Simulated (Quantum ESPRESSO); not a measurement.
pw.x input (Quantum ESPRESSO 7.5; LDA, PseudoDojo standard norm-conserving files, scalar-relativistic):

```
&CONTROL
  calculation = 'scf'
  pseudo_dir = './pseudo'
  outdir = './out'
  tprnfor = .true.
  tstress = .true.
/
&SYSTEM
  ibrav = 0
  nat = 2
  ntyp = 2
  ecutwfc = 82.0
  ecutrho = 328.0
  occupations = 'smearing'
  smearing = 'fd'
  degauss = 0.005
  nbnd = 20
/
&ELECTRONS
  conv_thr = 2e-10
/
ATOMIC_SPECIES
Pd 106.4200 Pd.upf
In 114.8180 In.upf
CELL_PARAMETERS angstrom
  3.271880000000   0.000000000000   0.000000000000
  0.000000000000   3.271880000000   0.000000000000
  0.000000000000   0.000000000000   3.271880000000
ATOMIC_POSITIONS crystal
Pd   0.500000000000   0.500000000000   0.500000000000
In   0.000000000000   0.000000000000   0.000000000000
K_POINTS automatic
14 14 14 0 0 0
```

End of the output:

```
     total energy              =    -402.49757494 Ry
     estimated scf accuracy    <       0.00000004 Ry
     total energy              =    -402.49757496 Ry
     estimated scf accuracy    <          1.2E-09 Ry
     total energy              =    -402.49757496 Ry
     estimated scf accuracy    <          3.1E-09 Ry
[...]
     the Fermi energy is    16.6047 ev
!    total energy              =    -402.49757496 Ry
     estimated scf accuracy    <          3.6E-12 Ry
     smearing contrib. (-TS)   =      -0.00084175 Ry
     internal energy E=F+TS    =    -402.49673321 Ry
     The total energy is F=E-TS. E is the sum of the following terms:
     one-electron contribution =    -117.27136266 Ry
     hartree contribution      =      82.32979304 Ry
     xc contribution           =     -80.62228357 Ry
     ewald contribution        =    -286.93288002 Ry
     convergence has been achieved in  10 iterations
     Forces acting on atoms (cartesian axes, Ry/au):
     atom    1 type  1   force =     0.00000000    0.00000000    0.00000000
     atom    2 type  2   force =     0.00000000    0.00000000    0.00000000
     Total force =     0.000000     Total SCF correction =     0.000000
     Computing stress (Cartesian axis) and pressure
          total   stress  (Ry/bohr**3)                   (kbar)     P=      -70.23
  -0.00047744   0.00000000   0.00000000          -70.23        0.00        0.00
   0.00000000  -0.00047744   0.00000000            0.00      -70.23        0.00
   0.00000000   0.00000000  -0.00047744            0.00        0.00      -70.23
```

Spin-orbit coupling is not included.

Geometry of the Materials Project entry, not relaxed at this level.
